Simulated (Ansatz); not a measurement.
A geometry of Te$_{2}$Mo away from equilibrium: step 2 of the relaxation of a generated cell, Te2Mo built in the 2H-MoS2 structure type. All values below come from PBE (plane waves to 420 eV, PAW, scalar-relativistic; Ansatz, a quantum-chemistry and plane-wave program). Γ-centred k-mesh 7×7×2 on the run's cell (coarser than for final values), Fermi–Dirac smearing 0.05 eV. The plane waves were selected for a different cell earlier on the path.

```
CELL_PARAMETERS angstrom
      3.54546     0.00000     0.00000
     -1.77273     3.07046     0.00000
      0.00000     0.00000    14.52900
ATOMIC_POSITIONS crystal
  Mo 0.33333 0.66667 0.25000
  Mo 0.66667 0.33333 0.75000
  Te 0.33333 0.66667 0.62776
  Te 0.66667 0.33333 0.12776
  Te 0.66667 0.33333 0.37224
  Te 0.33333 0.66667 0.87224
```

Give the Cartesian forces on all atoms (eV/Å).


| atom | Fx | Fy | Fz |
|---|---|---|---|
| Mo1 | 0.00 | 0.00 | 0.00 |
| Mo2 | 0.00 | 0.00 | 0.00 |
| Te3 | 0.00 | 0.00 | -0.48 |
| Te4 | 0.00 | 0.00 | -0.48 |
| Te5 | 0.00 | 0.00 | 0.48 |
| Te6 | 0.00 | 0.00 | 0.48 |

The path ends in P6₃/mmc (No. 194) (AFLOW prototype AB2_hP6_194_c_f (C7, as in MoS2)). No spin polarisation in the result. Without a van der Waals term the distances between weakly bound units are poorly fixed.

The run could not lose the symmetry of its start.
